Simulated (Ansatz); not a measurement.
**CsNiCl₃: which magnetic order is lowest?**

```
Cs Ni Cl
1.0
     7.11850    0.00000    0.00000
    -3.55925    6.16480    0.00000
     0.00000    0.00000    5.90850
Cs Ni Cl
2 2 6
Direct
  0.33333 0.66667 0.75000
  0.66667 0.33333 0.25000
  0.00000 0.00000 0.00000
  0.00000 0.00000 0.50000
  0.15432 0.30864 0.25000
  0.84568 0.15432 0.75000
  0.69136 0.84568 0.25000
  0.84568 0.69136 0.75000
  0.15432 0.84568 0.25000
  0.30864 0.15432 0.75000
```

Method: r2SCAN with U_eff = 2.5 eV on Ni d (all-electron-ortho-atomic projectors) in Ansatz 0.2.0, PAW datasets, plane waves to 500 eV, 5×5×5 Γ-centred mesh, fermi-dirac occupations of width 0.050 eV. The atoms are fixed and numbered as listed; spin is collinear, without spin-orbit coupling.

The cycle has several fixed points for this cell. Moments (μB):

```csv
state,Ni3,Ni4,other atoms together,size of the net moment a cell
A,0.00,0.00,0.00,0.00
B,1.67,1.67,0.52,4.00
C,1.67,-1.67,0.00,0.00
```

Site moments are taken in small spheres that don't touch (radius about 0.4 of the atom's shortest bond), so those of the magnetic atoms read low, and they needn't add up to the net moment. State A was run without spin polarisation.

**Question.** What is the order in energy at zero smearing?

**Answer.** State C (antiparallel, compensated) comes first by a margin too small to trust; B (parallel moments) lies 0.7 meV above it, A (without moments) lies 433 meV above it, all counted an atom of the cell. The two lowest differ by only 3.7 meV for each atom with a column above, which mesh or functional could overturn.

**Question.** Which states have a gap on the mesh, and what pressure does each exert on this cell?

**Answer.** A: a narrow gap at most, -0.8 GPa; B: gap 3.16 eV, 1.2 GPa; C: gap 3.49 eV, 1.1 GPa (positive in compression).

**Question.** What does magnetism gain here?

**Answer.** 433 meV an atom of the cell, or 2166 meV for each Ni atom, against state A, which has none. A run without spin would miss this and give wrong energies and forces. That state isn't the paramagnet, which keeps its moments, so this is no ordering energy, and a U raises it further by its penalty on part-filled orbitals.

The cell is that of a Crystallography Open Database entry, unchanged.

Caveats: only orders that fit this cell and collinear spins were tried, so the true order may need a larger cell or canted moments; atoms and cell are not relaxed, and each state would relax in its own way; the U is a value in common use, not computed for this crystal; the k mesh is coarse, so differences of a few meV are uncertain where a state is a metal; one start a pattern, so a lower state of the same pattern may exist.
